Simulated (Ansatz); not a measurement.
This cell of Ge (space group P4_32_12) is off equilibrium:

```
Ge
1.0
    5.87865     0.00000     0.00000
    0.00000     5.87865     0.00000
    0.00000     0.00000     6.89847
Ge
12
Direct
  0.06833   0.10812   0.01255
  0.39188   0.56833   0.76255
  0.93167   0.89188   0.51255
  0.60812   0.43167   0.26255
  0.15347   0.36481   0.25004
  0.13519   0.65347   0.00004
  0.84653   0.63519   0.75004
  0.86481   0.34653   0.50004
  0.69057   0.12489   0.98741
  0.62489   0.80943   0.23741
  0.30943   0.87511   0.48741
  0.37511   0.19057   0.73741
```

Method: LDA (plane waves to 420 eV, PAW, scalar-relativistic; Ansatz, a program for electronic structure). k mesh 5×5×4 (Γ-centred), Fermi-Dirac smearing 0.05 eV. Stress and pressure are positive under compression. As the smearing reaches across the gap at some points, energies and forces of such displacements shift with the k mesh and the smearing. Ge was relaxed with its symmetry unable to fall. This is one of several known forms of Ge; the measured ambient cells at hand have space group No. 227.

Problem. Predict the force on every atom, in eV/Å.

Solution. 
```tsv
atom	Fx	Fy	Fz
Ge1	2.622	-1.979	-1.656
Ge2	1.979	2.622	-1.656
Ge3	-2.622	1.979	-1.656
Ge4	-1.979	-2.622	-1.656
Ge5	1.608	0.839	1.262
Ge6	-0.839	1.608	1.262
Ge7	-1.608	-0.839	1.262
Ge8	0.839	-1.608	1.262
Ge9	-2.794	0.350	0.393
Ge10	0.350	2.794	0.393
Ge11	2.794	-0.350	0.393
Ge12	-0.350	-2.794	0.393
```

Problem. What is the stress tensor (GPa)?

Solution. 
```
    5.3      0.0      0.0
    0.0      5.3      0.0
    0.0      0.0      3.1
```
The pressure, a third of the trace, is 4.5 GPa.

(A displaced cell: forces are minus the slopes of the energy, force constants its curvatures, and phonons follow from these.)
